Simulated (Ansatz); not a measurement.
Y:
```
CELL_PARAMETERS angstrom
      0.00000     2.48858     2.48858
      2.48858     0.00000     2.48858
      2.48858     2.48858     0.00000
ATOMIC_POSITIONS crystal
  Y  0.00000 0.00000 0.00000
```

Relaxed with PBEsol. Special points in fractions of this cell's reciprocal vectors: Γ (0.000, 0.000, 0.000); X (0.500, 0.000, 0.500); U (0.625, 0.250, 0.625); K (0.375, 0.375, 0.750); L (0.500, 0.500, 0.500); W (0.500, 0.250, 0.750).

**Question.** List the band energies nearest the Fermi level at these points for plane-wave PAW PBEsol (Ansatz code).

**Answer.** In eV from the Fermi level; about four levels below and three above (degenerate sets whole), none deeper than 8.9 eV; points with the same levels are listed once.

```csv
k,below,above
Γ,-4.82,1.83 1.83 1.83
X,-1.88 -0.99,2.31 5.56 6.01 6.01
U,-1.09 -0.52,1.15 3.76 5.26
L,-2.05,0.78 1.64 1.64
W,-0.83,0.27 0.27 2.73
```

Space group Fm-3m (fcc (Cu type)). The workflow started from an entry of the Crystallography Open Database (COD), which files this formula under 2 space groups. It is not the phase usual at ambient conditions (space group No. 194). Symmetry was held in the PBEsol relaxation; whether a distortion lowers the energy is not shown. The run is not spin-polarised. Spin–orbit coupling is left out wherever it is not named.

Potentials: the later of the program's two PAW sets.
